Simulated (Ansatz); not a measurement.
Polymorphs of V2O5, each relaxed with the program Ansatz at the PBEsol level (PAW):

A: Pnma, a = 10.002 Å, b = 3.554 Å, c = 10.258 Å, α = β = γ = 90.00°

B: Pmmn
a = 3.5373 Å, b = 11.5144 Å, c = 4.3644 Å, α = β = γ = 90.00°

```tsv
atom	site	symmetry	x	y	z
V	4e	m..	0.5000	0.3514	0.1124
O	2a	mm2	0.0000	0.0000	0.9935
O	4e	m..	0.0000	0.1463	0.5260
O	4e	m..	0.0000	0.3184	0.0062
```

Q: Rank these by energy per atom at 0 K (lowest first), as PBEsol gives it.

A: B (+0 meV/atom), A (+12 meV/atom)

Q: Give each one's gap.

A: A 2.04 eV; B 1.81 eV.

Standing as an ambient phase not checked: A; B. All cells were relaxed under the symmetry of their starts (and spin orders); stability against distortions was not tested throughout. Rows with no word on spin ran without spin polarisation.

Energies hold the estimated change up to a 700 eV cutoff; steps of a few meV lie near the error of the meshes.

Potentials: the later of the program's two PAW sets.
